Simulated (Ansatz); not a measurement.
Simulated powder pattern, neutron, λ = 1.5401 Å (kinematic, ideal powder, no thermal factors, coherent scattering alone; the 30 strongest lines at most, above 1 %, up to 2θ = 90°):

| 2θ (°) | I/Imax (%) |
|---|---|
| 22.49 | 65 |
| 23.86 | 39 |
| 25.50 | 46 |
| 33.01 | 32 |
| 39.48 | 91 |
| 42.97 | 100 |
| 45.90 | 17 |
| 46.65 | 68 |
| 47.58 | 15 |
| 52.38 | 14 |
| 59.76 | 58 |
| 62.11 | 21 |
| 63.49 | 19 |
| 67.05 | 49 |
| 67.52 | 19 |
| 71.60 | 35 |
| 74.01 | 86 |
| 76.64 | 5.4 |
| 76.69 | 32 |
| 80.68 | 39 |
| 81.08 | 7.6 |
| 84.98 | 29 |
| 89.34 | 14 |
| 89.83 | 28 |
| 89.88 | 28 |

The pattern belongs to a structure relaxed with the program Ansatz at the PBEsol level (PAW).

Q: Which compound is it?
A) CuI, CsCl type
B) AgI, wurtzite
C) BeS, wurtzite
D) NbAg, rock salt

A: B, AgI, wurtzite

Q: Give the lattice parameters.

A: a = 4.560 Å, c = 7.451 Å.

Space group P6_3mc (wurtzite). The cell was relaxed with PBEsol under the symmetry of its start. No spin polarisation was allowed. Scalar-relativistic: spin–orbit coupling is off unless named, which matters more the heavier the elements.

Potentials: the earlier of the program's two PAW sets. The files were generated under PBE; for other functionals the program regenerates the frozen cores, and for LDA and PBEsol the local potential too.
